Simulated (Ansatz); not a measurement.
MgS (rock salt, Fm-3m) under volume change, r²SCAN (plane waves, PAW; program Ansatz), scaled uniformly.

```
V (Å³/atom)  E − E(relaxed) (meV/atom)  P (GPa)
-----------  -------------------------  -------
16.021                            41.7     9.11
16.549                            17.6     5.60
17.077                             4.2     2.60
17.605                             0.0     0.01
18.133                             3.7    -2.21
18.662                            14.3    -4.13
19.190                            30.6    -5.77
```

### Question
What does a third-order Birch–Murnaghan fit give for V₀, B₀ and B′?

### Answer
V₀ = 17.61 Å³/atom, B₀ = 79.8 GPa, B′ = 4.0.

Symmetry was held in the r²SCAN relaxation.

Potentials: the later of the program's two PAW sets.
